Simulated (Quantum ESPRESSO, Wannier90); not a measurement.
Tight-binding from DFT: SiO2 (P2₁)

```xyz
12
Lattice="4.9308 0.0000 0.0000 0.0000 8.1797 0.0000 -2.3781 0.0000 4.4040" Properties=species:S:1:pos:R:3 pbc="T T T"
Si    -2.8948    -0.5089     1.5392
Si     2.8948     3.5809    -1.5392
Si    -1.9819    -3.5691     1.3486
Si     1.9819     0.5207    -1.3486
O      3.1991    -0.4395    -1.8047
O     -3.1991     3.6504     1.8047
O     -2.4578    -2.0393     1.3628
O      2.4578     2.0506    -1.3628
O      1.6459    -3.7183    -2.0518
O     -1.6459     0.3715     2.0518
O     -1.5175    -3.9975    -0.1346
O      1.5175     0.0923     0.1346
```

Cell from Materials Project (mp-972808), symmetrised, no further relaxation. Not found in the COD (Crystallography Open Database) copy used, which has the formula in other groups; not checked further. Computed values, not measurements, from PBEsol: Quantum ESPRESSO (norm-conserving PseudoDojo potentials, cutoff 68 Ry, no spin polarisation, no spin-orbit coupling) on a Γ-centred 4×4×4 mesh, then Wannier90. Density: 8×4×8 mesh, cold smearing 0.01 Ry.

Bands 9-16 form an isolated set from -9.59 to -5.03 eV relative to the valence-band maximum (on the path) and are turned into 8 Wannier functions by minimising the spread from the start: SCDM (isolated).

Where do the functions sit, how wide are they and what are they made of?


```tsv
functions	spread (Å²)	nearest atom, distance (Å)	second atom, distance (Å)	weight on atomic waves
2	1.38	O 0.01	Si 1.60	O 2p 71 %, Si 3p 14 %, Si 3s 7 %
4	1.48	O 0.08	Si 1.57	O 2p 71 %, Si 3p 14 %, Si 3s 7 %
2	1.44	O 0.07	Si 1.58	O 2p 71 %, Si 3p 14 %, Si 3s 7 %
```

Ω_I = 11.47 Å², Ω_total = 11.55 Å²; the interpolated bands follow pw.x to 0.3 meV rms on the path. Only this start was tried; a symmetric start can stop on a saddle, and mixtures of these functions could lower the total by at most Ω_total − Ω_I.
